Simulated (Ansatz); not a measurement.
Ansatz (a quantum-chemistry and plane-wave program) input:

Ansatz 0.2 input:
```yaml
crystal:
  lattice:
    - [4.6804407098, 0.0, 0.0]
    - [-2.3402203549, 4.0533805556, 0.0]
    - [0.0, 0.0, 7.6466784191]
  atoms:
    - { symbol: Ag, position: [0.3333333333, 0.6666666667, 0.0024399033] }
    - { symbol: Ag, position: [0.6666666667, 0.3333333333, 0.5024399033] }
    - { symbol: I, position: [0.3333333333, 0.6666666667, 0.3774600967] }
    - { symbol: I, position: [0.6666666667, 0.3333333333, 0.8774600967] }
kpoints:
  mp_grid: { grid: [5, 5, 3] }
hamiltonian:
  xc: hse06
  pseudopotentials: { azcp: { folder: ./paw }, kind: paw_fr }
magnetization: { noncollinear: true, spin_orbit: true }
scf:
  n_extra_bands: 12
  occupations: { method: gaussian, width: 0.02 }
output:
  eigenvalues: true
  eigenstates:
    e_range: [-9.0, 11.8]
    kpoints:
      - [0.0, 0.0, 0.0]  # VBM
      - [0.0, 0.0, 0.0]  # CBM
```

Output (shortened):

```
Pseudopotentials: kind: paw_fr
Pseudopotential: Ag, paw, valence charge 19
Pseudopotential: I, paw, valence charge 17
Functional definition: HSE06
non-collinear run that drives no moment, with spin-orbit …
Crystal: 4 atoms, lattice volume = 145.070 Å³
Basis set: ecut = 420 eV, 2803 PW (Γ)
Bands: 84, of which v1, the nominal top of the filled ones, is band 72 counted from 1 (71 counted from 0)
Symmetry: 12 space group operations + 12 with time reversal
k-points: 10 of 75 (time reversal used)
Projection manifold: j_resolved (fully-relativistic pseudo-atomic orbitals)
PAW frozen core: Ag, regenerated for the run's functional, and the local potential with it
PAW frozen core: I, regenerated for the run's functional, and the local potential with it
Initial density: superposition of atomic densities (chi_scale 0.1, normalization cell, long waves kept (reshape's long-wave potential 0.00 eV rms))
Initial wavefunctions: pseudopotential atomic-orbital guess
Eigensolver: davidson
Functional: x = pbe(κ = 0.804, μ = 0.2195149727645171), c = pbe(β = 0.06672455060314922), warm-up for x = pbe(κ = 0.804, μ = 0.2195149727645171) + 0.25 (exact − pbe) at short range (hse, ω = 0.20786987370883472 Å⁻¹), c = pbe(β = 0.06672455060314922); HSE06 as …
SCF 1 stopped early in 5 iterations: F = -30219.108459 eV  dr2 = 1.19e-4
Crystal: 4 atoms, lattice volume = 145.070 Å³
Projection manifold: j_resolved (fully-relativistic pseudo-atomic orbitals)
Initial density: handed on by an earlier stage of this run
Initial wavefunctions: those handed on with the density
Functional: x = pbe(κ = 0.804, μ = 0.2195149727645171) + 0.25 (exact − pbe) at short range (hse, ω = 0.20786987370883472 Å⁻¹), c = pbe(β = 0.06672455060314922); HSE06 as pw.x's `hse` composes it (authors' and Libxc's form: `xc: wpbeh`)
Exchange kernel: α = 0.2500, screened, ω = 0.2079 Å⁻¹, Wigner–Seitz truncation, v(0) = 1046.6135 eV·Å³, q-mesh 5×5×3, nearest image of the exchange supercell L …
Frozen-core exchange: fock
SCF 2 stopped early in 5 iterations: F = -30218.475327 eV  dr2 = 9.89e-6
hybrid outer 1: dexx = +2.039e-2 eV, tail = 1.10e-4 eV
Crystal: 4 atoms, lattice volume = 145.070 Å³
Projection manifold: j_resolved (fully-relativistic pseudo-atomic orbitals)
Exchange kernel: α = 0.2500, screened, ω = 0.2079 Å⁻¹, Wigner–Seitz truncation, v(0) = 1046.6135 eV·Å³, q-mesh 5×5×3, nearest image of the exchange supercell L …
Frozen-core exchange: fock
SCF 3 converged in 4 iterations: F = -30218.475739 eV  dr2 = 2.15e-9
hybrid outer 2: dexx = +1.169e-6 eV, tail = 7.81e-8 eV, Δε = 3.86e-3 eV (about 1.30e-4 eV left of the loop's levels)
solve of the band table under the exchange operator …
hybrid SCF converged: 2 outer / 9 inner (+5 warm-up), last move |dexx| = 1.17e-6 eV, tail = 7.81e-8 eV
Stability not checked (fock_operator)
Magnetization: |M| = 0.0000 μB,  M = (+0.0000, +0.0000, +0.0000) μB
Absolute magnetization: 0.0000 μB (∫|m|)
  site 0: m = (+0.0000, +0.0000, +0.0000) μB, |m| = 0.0000 μB  (R = 1.18 Å)
  site 1: m = (+0.0000, +0.0000, +0.0000) μB, |m| = 0.0000 μB  (R = 1.18 Å)
  site 2: m = (+0.0000, +0.0000, +0.0000) μB, |m| = 0.0000 μB  (R = 1.18 Å)
  site 3: m = (+0.0000, +0.0000, +0.0000) μB, |m| = 0.0000 μB  (R = 1.18 Å)
Free energy (F): -30218.475739 eV
Frozen-core exchange: fock
Harris-Foulkes:  -30218.475739 eV  (|F-HF|=1.26e-9)
Internal energy: -30218.475739 eV  (E = F + TS)
E sigma→0 (E₀):  -30218.475739 eV
Fermi energy:    6.660127 eV
--- Per-component energies (eV) ---
  E_band       = -1771.283101
  E_kinetic    = 1254.929691
  E_local      = -11439.016514  (includes V_loc(G=0)·N_el)
  E_nonlocal   = 297.032668
  E_hartree    = 5292.721573
  E_xc         = -426.222553
  E_vxc        = -493.719174  (∫ρ·V_xc dr)
  E_exx        = -260.773851  (= α·E_x^exact, valence–valence)
  E_paw        = -17337.357345  (= ΣΔE_a)
  E_vpaw       = -1454.402115  (= ΣTr[D̂ρ^β])
  E_aug_tail   = -0.004226  (compensation charges beyond the density's cutoff)
  E_ewald      = -7597.943201
  E_core_change = -1.841983  (= ΣΔE_core)
  E_smearing   =  0.000000  (= −TS)
  E_closure    = 0.000000  (closes the sum)
  Σ components = -30218.475739   (vs F -30218.475739, Δ=0.00e0)
--- Band table (eV; the first three rows and the last of 10) ---
  k-point 0: bands = ["-89.4899", "-89.4899", "-89.4899", "-89.4899", "-55.2634", "-55.2634", "-55.2632", "-55.2632", "-50.1039", "-50.1039", "-50.1037", "-50.1037", "-50.1037", "-50.1037", "-50.1033", "-50.1033", "-42.5548", "-42.5548", "-42.5547", …
  k-point 1: bands = ["-89.4899", "-89.4899", "-89.4899", "-89.4899", "-55.2634", "-55.2634", "-55.2633", "-55.2633", "-50.1038", "-50.1038", "-50.1038", "-50.1038", "-50.1036", "-50.1036", "-50.1035", "-50.1035", "-42.5548", "-42.5548", "-42.5547", …
  k-point 2: bands = ["-89.4899", "-89.4899", "-89.4899", "-89.4899", "-55.2634", "-55.2634", "-55.2633", "-55.2631", "-50.1037", "-50.1037", "-50.1037", "-50.1037", "-50.1036", "-50.1036", "-50.1034", "-50.1033", "-42.5548", "-42.5548", "-42.5547", …
  k-point 9: bands = ["-89.4899", "-89.4899", "-89.4899", "-89.4899", "-55.2633", "-55.2632", "-55.2631", "-55.2631", "-50.1037", "-50.1037", "-50.1035", "-50.1035", "-50.1034", "-50.1034", "-50.1034", "-50.1034", "-42.5548", "-42.5548", "-42.5547", …
  band table: 84 of 84 bands, residual norms ≤ 1.0e-3 eV
```

Cost: roughly 19 core-minutes on shared cores.

The points marked VBM and CBM come from a semilocal run.

Space group P6_3mc (wurtzite). The cell was relaxed with HSE06 under the symmetry of its start. The run is not spin-polarised.

Potentials: the earlier of the program's two PAW sets.

Ansatz is a plane-wave DFT program.
